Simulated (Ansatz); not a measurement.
Consider the following.

AlAs:
```cif
data_Al4As4
_chemical_formula_sum 'Al4 As4'
_space_group_name_H-M_alt 'F-43m'
_space_group_IT_number 216
_space_group_name_Hall 'F -4 2 3'
_cell_length_a 5.67462
_cell_length_b 5.67462
_cell_length_c 5.67462
_cell_angle_alpha 90.000
_cell_angle_beta 90.000
_cell_angle_gamma 90.000
loop_
_atom_site_label
_atom_site_type_symbol
_atom_site_symmetry_multiplicity
_atom_site_Wyckoff_symbol
_atom_site_fract_x
_atom_site_fract_y
_atom_site_fract_z
_atom_site_occupancy
Al1 Al 4 a 0.00000 0.00000 0.00000 1
As1 As 4 d 0.75000 0.75000 0.75000 1
```
(The calculation used a cell of 2 atoms; values per cell refer to that cell.)

This is the PBEsol-relaxed structure.

**Question.** All from PBEsol (plane waves, PAW; program Ansatz), unless another level is named. Estimate the hole effective mass, band 3 of 3 at the edge.

**Answer.** 0.11 along [100], 0.093 along [110], 0.088 along [111] (mₑ).

**Question.** Give the hole effective mass, band 1 of 3 at the edge.

**Answer.** 0.48 along [100], 5.2 along [110], 1.2 along [111] (mₑ).

**Question.** Give the smallest direct gap on the standard path.

**Answer.** 1.91 eV.

**Question.** And the HSE06 gap on the PBEsol cell?

**Answer.** 2.09 eV.

**Question.** What about the formation energy from the elements (no fitted shifts)?

**Answer.** -0.43 eV/atom.

Symmetry was held in the PBEsol relaxation. The references are the lowest solids computed at this level, not always the standard phases. Scalar-relativistic: spin–orbit coupling is off unless named, which matters more the heavier the elements.

Potentials: the earlier of the program's two PAW sets. The files were generated under PBE; for other functionals the program regenerates the frozen cores, and for LDA and PBEsol the local potential too.
